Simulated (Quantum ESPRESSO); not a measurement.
Al4Hf2GaPt, input and log of a self-consistent run

Computed values, not a measurement. The program is pw.x of Quantum ESPRESSO 7.5 (plane-wave density functional theory). The cell is made up: eight metal atoms on a face-centred cubic lattice, with elements, volume, strain and displacements drawn at random and not relaxed, so it may be unstable or far from any real phase. PseudoDojo standard norm-conserving files set the functional (PBE unless stated); there is no spin polarisation or spin-orbit coupling, the Fermi-Dirac width of 0.25 eV means electrons at about 2900 K, and the masses in the input are unused placeholders. Heavy elements are run without spin-orbit coupling, which real alloys of them have. A spin test at this wide smearing found no moment, but such smearing suppresses magnetism that the real alloy may have.

Input:

```
&control calculation='scf', pseudo_dir='./dojo.nc.sr.pbe.v0_5.standard.upf', outdir='./o', disk_io='minimal', tprnfor=.true., tstress=.true. /
&system ibrav=0, nat=8, ntyp=4, nbnd=47, ecutwfc=84.00895049, nosym=.true., tot_charge=0,
 occupations='smearing', smearing='fd', degauss=0.0183746611
/
&electrons conv_thr=1.470e-08, electron_maxstep=70, mixing_beta=0.5 /
ATOMIC_SPECIES
Al 1.0 Al.upf
Ga 1.0 Ga.upf
Hf 1.0 Hf.upf
Pt 1.0 Pt.upf
CELL_PARAMETERS angstrom
-2.0635 -4.1271 -2.0635
-4.1271 2.0635 2.0635
0.0 4.1271 -4.1271
ATOMIC_POSITIONS angstrom
Al -0.0552 0.0589 0.0408
Al 0.0162 2.0986 -2.1085
Hf -2.0356 2.0648 -0.0831
Al -2.0691 4.1398 -2.0875
Hf -2.1067 -0.0369 -2.075
Ga -2.0477 2.1226 -4.08
Pt -4.0162 -0.0445 -0.0415
Al -4.1915 2.0324 -2.0839
K_POINTS automatic
5 5 4 1 1 1
```

The log is shortened where brackets say so; the opening notice, blank lines, dates and the lines on written files are dropped, and the path of the files is cut. It prints rydbergs, bohrs and kilobars, and counts compression as positive stress. Its total energy is the free energy E - TS of the whole cell.

```
     Program PWSCF v.7.5
     Parallel version (MPI & OpenMP), running on       4 processor cores
     Number of MPI processes:                 4
     Threads/MPI process:                     1
     [start-up lines left out]
     bravais-lattice index     =            0
     lattice parameter (alat)  =       9.5518  a.u.
     unit-cell volume          =     948.7541 (a.u.)^3
     number of atoms/cell      =            8
     number of atomic types    =            4
     number of electrons       =        67.00
     number of Kohn-Sham states=           47
     kinetic-energy cutoff     =      84.0090  Ry
     charge density cutoff     =     336.0358  Ry
     scf convergence threshold =      1.5E-08
     mixing beta               =       0.5000
     number of iterations used =            8  plain     mixing
     Exchange-correlation= PBE
                           (   1   4   3   4   0   0   0)
     [axes and pseudopotential details left out]
   Cartesian axes
     site n.     atom                  positions (alat units)
         1        Al     tau(   1) = (  -0.0109207   0.0116527   0.0080718  )
         2        Al     tau(   2) = (   0.0032050   0.4151859  -0.4171445  )
         3        Hf     tau(   3) = (  -0.4027220   0.4084989  -0.0164405  )
         4        Al     tau(   4) = (  -0.4093496   0.8190157  -0.4129898  )
         5        Hf     tau(   5) = (  -0.4167884  -0.0073003  -0.4105168  )
         6        Ga     tau(   6) = (  -0.4051158   0.4199340  -0.8071849  )
         7        Pt     tau(   7) = (  -0.7945628  -0.0088039  -0.0082103  )
         8        Al     tau(   8) = (  -0.8292440   0.4020889  -0.4122776  )
     number of k points=    50  Fermi-Dirac smearing, width (Ry)=  0.0184
                       cart. coord. in units 2pi/alat
        k(    1) = (  -0.1722293   0.0267890  -0.1263029), wk =   0.0400000
        k(    2) = (  -0.2105029   0.1416062  -0.3176694), wk =   0.0400000
     [further k points left out]
     Dense  grid:    98693 G-vectors     FFT dimensions: (  60,  60,  72)
     Estimated max dynamical RAM per process >     276.79 MB
     Estimated total dynamical RAM >       1.01 GB
     Initial potential from superposition of free atoms
     starting charge      66.9837, renormalised to      67.0000
     Starting wfcs are   55 randomized atomic wfcs
     total cpu time spent up to now is        4.6 secs
     per-process dynamical memory:   210.8 Mb
     Self-consistent Calculation
     iteration #  1     ecut=    84.01 Ry     beta= 0.50
     Davidson diagonalization with overlap
     ethr =  1.00E-02,  avg # of iterations =  3.6
     total cpu time spent up to now is       13.7 secs
     total energy              =    -658.00122093 Ry
     estimated scf accuracy    <       0.97748192 Ry
     iteration #  2     ecut=    84.01 Ry     beta= 0.50
     Davidson diagonalization with overlap
     ethr =  1.46E-03,  avg # of iterations =  2.6
     total cpu time spent up to now is       22.0 secs
     total energy              =    -658.26860588 Ry
     estimated scf accuracy    <       2.67419582 Ry
     iteration #  3     ecut=    84.01 Ry     beta= 0.50
     Davidson diagonalization with overlap
     ethr =  1.46E-03,  avg # of iterations =  2.0
     total cpu time spent up to now is       29.2 secs
     total energy              =    -658.51343635 Ry
     estimated scf accuracy    <       0.10461889 Ry
     iteration #  4     ecut=    84.01 Ry     beta= 0.50
     Davidson diagonalization with overlap
     ethr =  1.56E-04,  avg # of iterations =  4.1
     total cpu time spent up to now is       37.2 secs
     total energy              =    -658.52922205 Ry
     estimated scf accuracy    <       0.01787530 Ry
     iteration #  5     ecut=    84.01 Ry     beta= 0.50
     Davidson diagonalization with overlap
     ethr =  2.67E-05,  avg # of iterations =  7.6
     total cpu time spent up to now is       47.1 secs
     total energy              =    -658.52873541 Ry
     estimated scf accuracy    <       0.03504701 Ry
     [iterations 6 to 7 left out]
     iteration #  8     ecut=    84.01 Ry     beta= 0.50
     Davidson diagonalization with overlap
     ethr =  1.25E-06,  avg # of iterations =  1.3
     total cpu time spent up to now is       68.8 secs
     total energy              =    -658.53140393 Ry
     estimated scf accuracy    <       0.00029571 Ry
     iteration #  9     ecut=    84.01 Ry     beta= 0.50
     Davidson diagonalization with overlap
     ethr =  4.41E-07,  avg # of iterations =  1.9
     total cpu time spent up to now is       75.4 secs
     total energy              =    -658.53143959 Ry
     estimated scf accuracy    <       0.00000369 Ry
     iteration # 10     ecut=    84.01 Ry     beta= 0.50
     Davidson diagonalization with overlap
     ethr =  5.50E-09,  avg # of iterations =  4.1
     total cpu time spent up to now is       84.3 secs
     total energy              =    -658.53143996 Ry
     estimated scf accuracy    <       0.00001198 Ry
     iteration # 11     ecut=    84.01 Ry     beta= 0.50
     Davidson diagonalization with overlap
     ethr =  5.50E-09,  avg # of iterations =  2.0
     total cpu time spent up to now is       91.6 secs
     total energy              =    -658.53144180 Ry
     estimated scf accuracy    <       0.00000019 Ry
     iteration # 12     ecut=    84.01 Ry     beta= 0.50
     Davidson diagonalization with overlap
     ethr =  2.79E-10,  avg # of iterations =  2.1
     total cpu time spent up to now is       98.6 secs
     End of self-consistent calculation
     [lines on levels left out]
!    total energy              =    -658.53144182 Ry
     estimated scf accuracy    <          7.0E-09 Ry
     smearing contrib. (-TS)   =      -0.07268311 Ry
     internal energy E=F+TS    =    -658.45875871 Ry
     The total energy is F=E-TS. E is the sum of the following terms:
     one-electron contribution =    -296.15122472 Ry
     hartree contribution      =     180.28702864 Ry
     xc contribution           =    -155.26451761 Ry
     ewald contribution        =    -387.33004502 Ry
     convergence has been achieved in  12 iterations
     Forces acting on atoms (cartesian axes, Ry/au):
     atom    1 type  1   force =     0.03454515   -0.00784926   -0.00863131
     atom    2 type  1   force =     0.00085443   -0.00938180    0.00264337
     atom    3 type  3   force =    -0.05493481   -0.00161965    0.03028254
     atom    4 type  1   force =    -0.02047827    0.00450795   -0.01024810
     atom    5 type  3   force =     0.05494612    0.01204859   -0.00734797
     atom    6 type  2   force =    -0.00494716   -0.01818573   -0.00918810
     atom    7 type  4   force =    -0.01584310    0.00529275    0.01388358
     atom    8 type  1   force =     0.00585764    0.01518714   -0.01139400
     Total force =     0.102136     Total SCF correction =     0.000235
     Computing stress (Cartesian axis) and pressure
          total   stress  (Ry/bohr**3)                   (kbar)     P=        7.55
  -0.00000018   0.00003736  -0.00011062           -0.03        5.50      -16.27
   0.00003736   0.00014947   0.00012523            5.50       21.99       18.42
  -0.00011062   0.00012523   0.00000474          -16.27       18.42        0.70
     init_run     :      4.28s CPU      4.47s WALL (       1 calls)
     electrons    :     93.56s CPU     94.00s WALL (       1 calls)
     forces       :      1.69s CPU      1.72s WALL (       1 calls)
     stress       :      5.98s CPU      6.14s WALL (       1 calls)
     [timing details left out]
     PWSCF        :   1m45.64s CPU   1m46.50s WALL
     JOB DONE.
```

In other units: free energy -8959.777 eV for the cell, pressure 0.76 GPa, largest force component 1.413 eV/Å in size. The run took 108 s of wall time with four MPI processes on a shared machine (AMD EPYC, Zen 5, virtual cores), so the time is rough. A rerun of this cell at a higher cutoff and on a denser mesh moved values by no more than 0.007 eV in energy, 0.13 GPa in stress and 0.010 eV/Å in force, and a second program with other atomic files agreed on that cell to 2 % rms in force and 0.5 GPa in pressure.